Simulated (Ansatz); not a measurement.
Re:
Space group P6₃/mmc (No. 194); a = b = 2.776 Å, c = 8.957 Å, α = β = 90.00°, γ = 120.00°

```json
[
 {"atom": "Re", "site": "2a", "symmetry": "-3m.", "x": "0.0000", "y": "0.0000", "z": "0.0000"},
 {"atom": "Re", "site": "2c", "symmetry": "-6m2", "x": "0.3333", "y": "0.6667", "z": "0.2500"}
]
```

This is the PBE-relaxed structure.

Q: All from DFT-PBE in the program Ansatz with PAW potentials, unless another level is named. Estimate the bulk modulus (Birch–Murnaghan fit).

A: 3640 kbar.

Q: What about the highest zone-centre frequency?

A: 171 cm^-1.

Space group P6_3/mmc (dhcp (α-La type)). The cell is a constructed one: a structure type filled with these elements. Its sites differ from those of the usual phase in this space group: another stacking or structure type. The cell was relaxed with PBE under the symmetry of its start; of distortions, only those at the zone centre were tested. The run is not spin-polarised. As this level gives no gap, phonon frequencies hold no LO–TO term and depend on the k-mesh and smearing (Fermi–Dirac, 0.1 eV here). Axis ratios of metals converge slowly with the k-mesh, so a and c are less sure than the volume. Spin–orbit coupling is left out wherever it is not named.

Potentials: the later of the program's two PAW sets.
